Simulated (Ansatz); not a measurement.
This run works on a proposed trial structure, not on a known crystal.

Input and command of a plane-wave DFT calculation in Ansatz:

```yaml
crystal:
  lattice:
    - [4.8271395489, 2.786950318, 2.9381365296]
    - [-4.8271395489, 2.786950318, 2.9381365296]
    - [0.0, -5.573900636, 2.9381365296]
  atoms:
    - { symbol: La, position: [0.5644037, 0.1500183346, 0.2946264613] }
    - { symbol: La, position: [0.1500183346, 0.2946264613, 0.5644037] }
    - { symbol: La, position: [0.7053735387, 0.4355963, 0.8499816654] }
    - { symbol: La, position: [0.8499816654, 0.7053735387, 0.4355963] }
    - { symbol: La, position: [0.4355963, 0.8499816654, 0.7053735387] }
    - { symbol: La, position: [0.2946264613, 0.5644037, 0.1500183346] }
    - { symbol: "Y", position: [0.0, 0.0, 0.0] }
    - { symbol: O, position: [0.5, 0.5, 0.5] }
basis:
  ecutwfc: 420
kpoints:
  mp_grid: { grid: [6, 6, 6] }
hamiltonian:
  xc: pbe
scf:
  occupations: { method: gaussian, width: 0.1 }
output:
  forces: true
  stress: true
  eigenvalues: true
relax:
  adjacent_minimum: "off"
  f_tol: 0.01
  max_steps: 30
  cell: { stress_tol: 0.1, fix: [volume] }
```

```bash
ansatz run input.yaml --threads 1 --pin off --max-ram 2560MiB --backend cpu --events-out ev --progress --plain --runs-dir out
```

Processor: Intel(R) Xeon(R) Platinum 8375C CPU @ 2.90GHz (Ice Lake), 1 thread, on a host shared with other jobs.

How long does it run, and how much memory does it take?

About 3.1 min, peak memory 0.77 GiB. It solves 50 bands at 40 k points (after reduction by symmetry) with about 4653 plane waves, in 41 SCF iterations over 6 ionic steps.
